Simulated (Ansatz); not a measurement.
**Al2ClF: rattling a relaxed structure**

The structure comes from a generated guess, relaxed at this level; another structure or a mixture of phases may lie lower.

Method: DFT PBE, scalar-relativistic, plane waves, PAW in Ansatz. Cutoff 420 eV; k points 10×10×16 on the computed 4-atom cell (Γ-centred); Gaussian smearing, width 0.10 eV; no spin polarisation.

The cell below (4 atoms, space group Cmmm (No. 65)) is relaxed within its symmetry.

```cif
data_structure
_symmetry_space_group_name_H-M 'P 1'
_symmetry_Int_Tables_number 1
_cell_length_a 5.1619
_cell_length_b 5.1619
_cell_length_c 3.0027
_cell_angle_alpha 90.000
_cell_angle_beta 90.000
_cell_angle_gamma 111.917
_cell_volume 74.23
loop_
_atom_site_label
_atom_site_type_symbol
_atom_site_fract_x
_atom_site_fract_y
_atom_site_fract_z
_atom_site_occupancy
Al1 Al 0.71952 0.28048 0.00000 1
Al2 Al 0.28048 0.71952 0.00000 1
Cl1 Cl 0.00000 0.00000 0.00000 1
F1 F 0.50000 0.50000 0.00000 1
```

For the test a repeat of it with 8 atoms (edges 3.00, 5.16, 9.67 Å) was strained at random (σ = 1.5 % a component), the atoms were moved at random (σ = 0.05 Å), and all was relaxed again on a coarse 8×4×2 mesh (in the run’s order of axes) with 0.20 eV smearing, with no symmetry imposed.

Problem. Does it come back?

Solution. It doesn't return. The energy falls by 160 meV/atom on that mesh, the volume changes by -11.9 %, and the end has space group Immm (No. 71) at a loose tolerance. Relaxed again on a 10×10×18 mesh with 0.10 eV smearing, the new structure lies 156 meV/atom below the first (mesh in the axes of the run's cell; the cell below is made exact in the group named). Space group Immm (No. 71), orthorhombic, a = 3.042 Å, b = 5.066 Å, c = 8.509 Å. Al has 1 F at 1.88 Å and 1 Cl at 2.38 Å; Cl is surrounded by 2 Al at 2.38 Å; F is surrounded by 2 Al at 1.88 Å.

Space group Immm (No. 71). a = 3.042 Å, b = 5.066 Å, c = 8.509 Å, α = 90.00°, β = 90.00°, γ = 90.00°
```tsv
atom	site	symmetry	x	y	z
Al	4i	mm2	0.5000	0.5000	0.7794
Cl	2a	mmm	0.0000	0.0000	0.0000
F	2c	mmm	0.5000	0.5000	0.0000
```
